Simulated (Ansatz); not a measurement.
**Ge: from a starting cell to a relaxed one**

The start is a relaxed Ge cell displaced along its unstable phonon at q = (½, 0, 0) of its primitive reciprocal cell (70i cm⁻¹), largest move 0.15 Å. The structure is fully relaxed (lattice and positions, P = 0) with PBEsol (plane waves to 420 eV, PAW, scalar-relativistic; Ansatz, a quantum-chemistry and plane-wave program). First-step values are on the input's coarse k-mesh.

Ansatz input (later rounds restart from its end on a renewed k-mesh):
Ansatz 0.2 input:
```yaml
crystal:
  lattice:
    - [5.842639462, 0, 0]
    - [-1.4606598655, 2.5299370996, 0]
    - [0, 0, 10.0139898059]
  atoms:
    - { symbol: Ge, position: [0, -0.0513466562, 0] }
    - { symbol: Ge, position: [0.5, 0.0513466562, 0] }
    - { symbol: Ge, position: [0, -0.0513466562, 0.5] }
    - { symbol: Ge, position: [0.5, 0.0513466562, 0.5] }
    - { symbol: Ge, position: [0.1666666667, 0.7074651069, 0.25] }
    - { symbol: Ge, position: [0.6666666667, 0.6258682264, 0.25] }
    - { symbol: Ge, position: [0.3333333333, 0.2925348931, 0.75] }
    - { symbol: Ge, position: [0.8333333333, 0.3741317736, 0.75] }
basis: { ecutwfc: 420, ecutrho_ratio: 4, xc_grid: 2, fft_grid_basis: typed }
kpoints: { mp_grid: { grid: [13, 13, 4] } }
hamiltonian:
  xc: pbesol
  dispersion: none
  pseudopotentials: { azcp: { folder: ./paw }, kind: paw }
scf: { occupations: { method: fermi_dirac, width: 0.05 } }
relax: { f_tol: 0.01, max_steps: 100, cell: { stress_tol: 0.02 } }
output: { forces: true, stress: true }
```

Problem. Which atoms feel the largest initial force, and how large is it?

Solution. 0.06 eV/Å, on Ge5, Ge6, Ge7, Ge8 (atoms numbered as listed).

Problem. How much energy is released per atom?

Solution. 0.09 eV/atom.

Problem. How does the volume per atom move from start to end?

Solution. -0.6 %, from 18.50 to 18.39 Å³/atom.

Problem. Does it find its way back to the structure it was made from?

Solution. It does not go back: it reaches P6/mmm (No. 191), AFLOW prototype A_hP1_191_a (A_f, as in Sn), 0.10 eV/atom below the parent.

Problem. What band gap does the relaxed structure have at this level?

Solution. Zero (metallic).

Problem. What does it relax into? Give the structure.

Solution. 
```cif
data_Ge
_chemical_formula_sum 'Ge1'
_space_group_name_H-M_alt 'P6/mmm'
_space_group_IT_number 191
_space_group_name_Hall '-P 6 2'
_cell_length_a 2.83789
_cell_length_b 2.83789
_cell_length_c 2.63644
_cell_angle_alpha 90.000
_cell_angle_beta 90.000
_cell_angle_gamma 120.000
loop_
_atom_site_label
_atom_site_type_symbol
_atom_site_symmetry_multiplicity
_atom_site_Wyckoff_symbol
_atom_site_fract_x
_atom_site_fract_y
_atom_site_fract_z
_atom_site_occupancy
Ge1 Ge 1 a 0.00000 0.00000 0.00000 1
```

Final values are on a 19×19×18 k-mesh of the relaxed cell. No spin polarisation in the result.

The run could not lose the symmetry of its start: the end is stationary, and may be a saddle point rather than a minimum.

The relaxed structure here is a generated cell of Ge: the first start was made by placing the elements on the sites of a structure type, and the end was not matched to a known phase here, so it may be hypothetical. Known forms of Ge include space group No. 227.
